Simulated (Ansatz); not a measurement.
Starting cell, Se (trigonal-Se type, space group P3_121):

```
Se
1.0
    9.01316     0.00000     0.00000
   -2.25329     3.90281     0.00000
    0.00000     0.00000     4.98884
Se
6
Direct
  0.10844   0.00000   0.83333
  0.60844   0.00000   0.83333
  0.00000   0.21689   0.16667
  0.50000   0.21689   0.16667
  0.39156   0.78311   0.50000
  0.89156   0.78311   0.50000
```

In this cell atom 1 (Se, nearest neighbour Se at 2.373 Å; its periodic images, 4.5 Å or more away, move with it) is moved by s along Cartesian [110], unit vector (0.707, 0.707, 0.000); all other atoms and the cell stay fixed.

Calculation: r2SCAN (plane waves to 500 eV, PAW, scalar-relativistic; Ansatz, a first-principles code). k mesh 7×7×6 (Γ-centred), Fermi-Dirac smearing 0.05 eV. F∥ is the force on the atom along that direction. Se was relaxed with its symmetry unable to fall. The PAW data are Ansatz's earlier set. 

```
s (Å)   F∥ (eV/Å)
------  ---------
-0.710      5.384
-0.568      4.191
-0.426      3.013
-0.284      1.907
-0.142      0.897
0.000       0.000
0.142      -0.773
0.284      -1.412
0.426      -1.905
0.568      -2.241
0.710      -2.413
```

**Question.** What is the force constant k = d²E/ds² of this move at s = 0?

**Answer.** 5.89 eV/Å². The forces along the line at the two nearest points give (0.897 − (-0.773)) / (2·0.142) = 5.88 eV/Å²; the next pair corrects for the finite step.

(A displaced cell: forces are minus the slopes of the energy, force constants its curvatures, and phonons follow from these.)
